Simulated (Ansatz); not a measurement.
# Structure types of Cu compared at 290 GPa

Structure types of Cu are relaxed in primitive cells with their symmetry kept at 290 GPa, first on PAW files, then by LAPW. The enthalpy is E + pV at zero temperature, without zero-point motion. Only the types listed were tried, and differences under about 5 meV/atom are mesh noise.

Computed with Ansatz 0.2.0; functional PBEsol, scalar-relativistic. Settings: Fermi–Dirac smearing of 0.08 eV, no spin polarisation. Methods: LAPW: all electrons, basis error target 0.5 meV/atom; PAW: frozen-core files, cutoff 420 eV.

k meshes: fcc 22×22×22, bcc 22×22×22, hcp 20×20×11, diamond 16×16×16, sc 19×19×19, beta tin 21×21×21.

The PAW files were made under PBE.

Question: Order the types by LAPW enthalpy, lowest first.
A. beta tin
B. bcc
C. diamond
D. hcp
E. fcc
F. sc

Answer: E (0 meV/atom), D (10 meV/atom), B (67 meV/atom), A (1285 meV/atom), F (2004 meV/atom), C (6109 meV/atom).

| start type | ends as | a, b, c (Å) | V (Å³/atom) | H − H(lowest), LAPW (meV/atom) | same, PAW |
| --- | --- | --- | --- | --- | --- |
| fcc | fcc, Fm-3m | 3.015, 3.015, 3.015 | 6.85 | 0.0 | 0.0 |
| bcc | bcc, Im-3m | 2.394, 2.394, 2.394 | 6.86 | 66.7 | 66.6 |
| hcp | hcp, P6_3/mmc | 2.129, 2.129, 3.488 | 6.85 | 9.6 | 9.5 |
| diamond | diamond, Fd-3m | 4.100, 4.100, 4.100 | 8.61 | 6108.8 | 6081.6 |
| sc | sc, Pm-3m | 1.947, 1.947, 1.947 | 7.38 | 2004.4 | 1999.6 |
| beta tin | beta tin, I4_1/amd | 3.776, 3.776, 2.014 | 7.18 | 1284.5 | 1282.2 |

Question: Split the lead of fcc over hcp into energy and pV.

Answer: For hcp less fcc: ΔE = +9.0 meV/atom, and p·ΔV = 290 GPa × +0.0003 Å³ × 6.242 meV/(GPa·Å³) = +0.6 meV/atom, together 9.6 meV/atom. fcc wins on both counts.
